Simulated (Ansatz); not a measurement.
**Elastic constants of MgAl$_{2}$C$_{2}$ at 25 GPa (stress–strain coefficients): input and output**

Theory: DFT LDA, scalar-relativistic, plane waves, PAW (Ansatz 0.2.0).

Launched with:
```bash
ansatz run input.yaml --threads 1 --pin off --max-ram 3072MiB --backend cpu --events-out ev --progress --plain --runs-dir out
```

Input (bare energies are in eV):
```yaml
crystal:
  lattice:
    - [3.2309509118, 0.0, 0.0]
    - [-1.6154754559, 2.798085568, 0.0]
    - [0.0, 0.0, 5.3514686638]
  atoms:
    - { symbol: Mg, position: [0.0, 0.0, 0.0] }
    - { symbol: Al, position: [0.3333333333, 0.6666666667, 0.3470676311] }
    - { symbol: Al, position: [0.6666666667, 0.3333333333, 0.6529323689] }
    - { symbol: C, position: [0.3333333333, 0.6666666667, 0.7397278672] }
    - { symbol: C, position: [0.6666666667, 0.3333333333, 0.2602721328] }
basis:
  ecutwfc: 420
kpoints:
  mp_grid: { grid: [12, 12, 6] }
hamiltonian:
  xc: lda
scf:
  occupations: { method: fixed }
output:
  forces: true
  stress: true
  eigenvalues: true
elastic:
  mode: relaxed_ion
  stencil: two_point
```

From the output:
```
--- Elastic constants: 3 strain directions × 2 members + reference (group order 12) ---
  dense FFT box of the reference and of every strained cell: 24×24×36
  strains applied: 11, 33, 23; error gains: componentwise 1.00 (the most a stress slope's error grows in a printed constant), spectral 1.41 (1 for all six strains in a standard setting)
  reference relaxed by the batch: 3 steps; max|allowed force component| 1.35e-4 eV/Å at the deck's positions, 1.02e-5 at the last accepted step, 1.02e-5 by the solve of record
  largest displacement 8.1e-6 Å; the constants are those of the deck's cell at these positions:
  atoms:
    - { symbol: Mg, position: [-1.0317387203225286e-35, 9.17736977697974e-36, -3.165609295197982e-23] }
    - { symbol: Al, position: [0.3333333333333333, 0.6666666666666666, 0.3470669064656975] }
    - { symbol: Al, position: [0.6666666666666666, 0.3333333333333333, 0.6529330935343024] }
    - { symbol: C, position: [0.3333333333333333, 0.6666666666666666, 0.739729373276815] }
    - { symbol: C, position: [0.6666666666666666, 0.3333333333333333, 0.260270626723185] }
  C = ∂σ_k/∂η_j (tension-positive GPa; Voigt order 11 22 33 23 13 12):
       496.040    181.975    118.797    -55.627     -0.000      0.000
       181.975    496.040    118.797     55.627     -0.000      0.000
       118.863    118.863    362.882      0.000     -0.000     -0.000
       -55.579     55.579     -0.000    165.497      0.000     -0.000
         0.000      0.000      0.000      0.000    165.497    -55.579
         0.000     -0.000      0.000     -0.000    -55.627    157.032
  reference stress σ⁰ (GPa):    -24.995    -24.995    -24.991     -0.000     -0.000      0.000
  C* (energy form; C + prestress term) asymmetry max|C*_kj − C*_jk| = 7.082e-2 GPa — a small one proves nothing (zero by symmetry where the batch's group is 432, −43m or m−3m); a large one is finite-difference/SCF noise where every solve ...
  moduli (Voigt/Reuss/Hill, GPa): K = 243.80/234.58/239.19   G = 159.96/143.31/151.64   E = 375.55   ν = 0.238
  mechanically stable: yes (min eigenvalue of sym C = 105.50 GPa)
  strain η (Voigt 11):  stress-route row diagonal C_11 = 496.04 GPa, energy-path curvature d²(F+E_count+ΔE)/dδ²/Ω₀ = 496.34 GPa
         δ    σ_11 (GPa) F (eV) n_scf n_hpsi n_pw
    -2.000e-3     -25.9922       -3413.4155279       2   35699    972   relax 4 steps, max|allowed force component| 2.12e-5 eV/Å
     2.000e-3     -24.0081       -3413.4457605       2   35672    972   relax 3 steps, max|allowed force component| 4.98e-6 eV/Å
  strain η (Voigt 33):  stress-route row diagonal C_33 = 362.88 GPa, energy-path curvature d²(F+E_count+ΔE)/dδ²/Ω₀ = 363.45 GPa
         δ    σ_33 (GPa) F (eV) n_scf n_hpsi n_pw
    -2.000e-3     -25.7192       -3413.4156059       2   14771    972   relax 3 steps, max|allowed force component| 8.42e-6 eV/Å
     2.000e-3     -24.2677       -3413.4458550       2   14690    972   relax 3 steps, max|allowed force component| 3.47e-5 eV/Å
  strain η (Voigt 23):  stress-route row diagonal C_44 = 165.50 GPa, energy-path curvature d²(F+E_count+ΔE)/dδ²/Ω₀ = 178.16 GPa
         δ    σ_23 (GPa) F (eV) n_scf n_hpsi n_pw
    -2.000e-3      -0.3312       -3413.4308380       2   35542    972   relax 4 steps, max|allowed force component| 1.63e-5 eV/Å
     2.000e-3       0.3308       -3413.4308407       2   35600    972   relax 3 steps, max|allowed force component| 1.37e-6 eV/Å
```

It took 2.1 min on 1 thread of Arm Neoverse V2, on a shared host, peak memory 0.45 GiB.

Other phases may be more stable at this pressure.